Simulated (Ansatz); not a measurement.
A geometry of MoS₂ away from equilibrium: the start of the relaxation of a relaxed MoS2 cell, doubled along one cell vector, shaken by Gaussian noise of σ = 0.08 Å a coordinate. Level of theory: r2SCAN (plane waves to 500 eV, PAW, scalar-relativistic; Ansatz, a quantum-chemistry and plane-wave program). Γ-centred k-mesh 4×8×2 on the run's cell (coarser than for final values), Fermi–Dirac smearing 0.05 eV.

```xyz
12
Lattice="6.3687 0.0000 0.0000 -1.5922 2.7577 0.0000 0.0000 0.0000 12.9866" Properties=species:S:1:pos:R:3 pbc="T T T"
Mo    -0.0887     1.7574     3.2983
Mo     3.2522     1.9498     3.3128
Mo     1.6364     0.8185     9.7088
Mo     4.7467     0.6832     9.8025
S      0.0282     1.8359     8.1905
S      3.1633     1.7994     8.2524
S      1.7169     0.9378     1.5565
S      4.6125     0.8699     1.6929
S      1.5384     0.9691     4.7485
S      4.7838     0.9069     4.6328
S     -0.0165     1.8340    11.3028
S      3.2658     1.7548    11.2765
```

Problem. Which atoms carry the largest force, and which way does it point?

Solution. 6.70 eV/Å, on Mo2 (atoms numbered as listed); on Mo2 its components are (-3.11, -3.94, -4.44).

Problem. What is the pressure?

Solution. +5.8 GPa, compression positive.

Problem. How far above the relaxed end point is this geometry?

Solution. 0.21 eV/atom; the path ends in P6₃/mmc (No. 194) (AFLOW prototype AB2_hP6_194_c_f (C7, as in MoS2)).

No spin polarisation in the result. No dispersion correction is included, so spacings between layers, chains or molecules are soft and tend to come out too large.
